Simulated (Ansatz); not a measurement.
Bi$_{2}$S$_{3}$: computed property card

Bi2S3:
```
CELL_PARAMETERS angstrom
      4.03671     0.00000     0.00000
     -2.01835     3.49589     0.00000
      0.00000     0.00000     9.75496
ATOMIC_POSITIONS crystal
  Bi 0.33333 0.66667 0.19190
  Bi 0.66667 0.33333 0.80810
  S  0.00000 0.00000 0.00000
  S  0.33333 0.66667 0.66242
  S  0.66667 0.33333 0.33758
```

Space group P-3m1 (No. 164), La2O3 or Ni2Al3 type; conventional cell a = b = 4.037 Å, c = 9.755 Å, α = β = 90.00°, γ = 120.00°.

Method: r²SCAN (plane waves, PAW; program Ansatz). The cell and atoms are relaxed at this level. Other levels are named where they apply.

**Cell and energy**

Volume per atom: 27.53 Å³
Density: 6.20 g/cm³
Formation energy from the elements (no fitted shifts): -401 meV/atom

**Electronic structure**

Band gap: 1.23 eV (indirect)
Valence-band maximum: on the K–Γ line, 94 % of the way from K
Conduction-band minimum: at A
Smallest direct gap on the standard path: 1.26 eV
Electron effective mass: 0.17, 0.17, 6.0 mₑ (principal values)
Electron effective mass with spin–orbit coupling: 0.19, 0.19, 4.5 mₑ (principal values)
HSE06 gap on the r²SCAN cell: 1.52 eV
Gap with spin–orbit coupling: 0.67 eV

**Mechanics**

Elastic constants (relaxed ions, GPa): C11 = 83.3, C12 = 25.5, C13 = 10.4, C14 = -0.3, C33 = 20.0, C44 = 6.5
Mechanical stability: stable (all eigenvalues of C positive)
Hill bulk and shear moduli: 24.6 and 14.2 GPa
Young's modulus: 35.7 GPa
Poisson's ratio: 0.26
Debye temperature from the elastic constants: 166 K

**Charges**

* **Bader charges**: Bi +1.34, S -1.04 to -0.82 e

The cell is a constructed one: a structure type filled with these elements; neither database checked (COD, Materials Project) lists it. COD files the formula under space group No. 62. Whether it is the stable phase at ambient conditions was not checked. Symmetry was held in the r²SCAN relaxation; whether a distortion lowers the energy is not shown. The references are the lowest solids computed at this level, not always the standard phases. Scalar-relativistic: spin–orbit coupling is off unless named, which matters more the heavier the elements.

Potentials: the earlier of the program's two PAW sets. The files were generated under PBE; for other functionals the program regenerates the frozen cores, and for LDA and PBEsol the local potential too.
